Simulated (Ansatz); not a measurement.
**Y6CoBi2, a known structure type with other elements, at an estimated volume**

```
Y Co Bi
1.0
     8.19551    0.00000    0.00000
    -4.09775    7.09752    0.00000
     0.00000    0.00000    4.21228
Y Co Bi
6 1 2
Direct
  0.23600 0.00000 0.00000
  0.76400 0.76400 0.00000
  0.00000 0.23600 0.00000
  0.59700 0.00000 0.50000
  0.40300 0.40300 0.50000
  0.00000 0.59700 0.50000
  0.00000 0.00000 0.50000
  0.33330 0.66670 0.00000
  0.66670 0.33330 0.00000
```

The numbers come from plane-wave PAW DFT (Ansatz): r2SCAN, no spin polarisation, 500 eV, 5×5×8 Γ-centred k points, fermi-dirac occupations (width 0.1 eV). Nothing was relaxed.

(1) What do density and ELF say about some of the short contacts?

(2) Which element gives electrons and which takes them?

(3) Where is the largest force?

(4) What does the stress say?

(5) Is there a gap?

Origin: a known structure type with other elements, at an estimated volume, so it need not be a known compound. Caveats: no spin polarisation, so a magnetic state may lie lower.

Results:

(1) Y–Co at 2.86 Å: least valence density 0.20 e/Å³ and ELF 0.17 there. Y–Bi at 3.21 Å: least valence density 0.17 e/Å³ and ELF 0.14 there. Y–Y at 3.35 Å: least valence density 0.12 e/Å³ and ELF 0.16 there. These are pseudo-fields; inside the PAW spheres they differ from the all-electron ones.

(2) Bader charges in e: Y +1.14 to +1.28, Co -3.06, Bi -2.10. In the mean Y gives up most and Co takes most.

(3) The largest is on Y2 (and as large on other atoms): 0.41 eV/Å, components (0.21, 0.36, 0.00). It makes 47° with the line to a nearest neighbour, Co7 at 2.86 Å.

(4) The pressure is 1.4 GPa (compression positive), so with the atoms held at these fractions the cell would first expand. The principal stresses -0.3, 2.3, 2.3 GPa differ, so its shape would change too.

(5) It is a metal, with about 10 states/eV a cell as the mean within 0.25 eV of the Fermi level, mostly Y d (74 %).
